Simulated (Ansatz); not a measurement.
Cu Kα1 powder pattern (kinematic, no thermal factors).
2θ (°) (relative intensity): 15.50 (27), 21.98 (100), 27.01 (28), 31.29 (14), 35.09 (98), 41.80 (15), 44.84 (11), 47.72 (71), 50.48 (3), 53.13 (34), 55.69 (3), 58.17 (6), 62.96 (1), 67.55 (31), 69.78 (13), 71.99 (7), 74.17 (12), 76.32 (3), 78.46 (1), 80.58 (16), 82.68 (1), 84.78 (4), 86.87 (6), 88.95 (23)

The pattern is computed from a structure relaxed with Ansatz 0.2.0, DFT PBE, scalar-relativistic, plane waves, PAW. No spin polarisation. Its elements are Br, Cd.

Give the structure.

CdBr6.
Space group Im-3m (No. 229). a = 8.080 Å, b = 8.080 Å, c = 8.080 Å, α = 90.00°, β = 90.00°, γ = 90.00°
| atom | site | symmetry | x | y | z |
| --- | --- | --- | --- | --- | --- |
| Cd | 2a | m-3m | 0.0000 | 0.0000 | 0.0000 |
| Br | 12e | 4m.m | 0.3445 | 0.0000 | 0.0000 |

A pattern alone doesn't exclude other cells with like lines; this is the one computed.

The structure comes from a generated guess; another structure or a mixture of phases may lie lower.
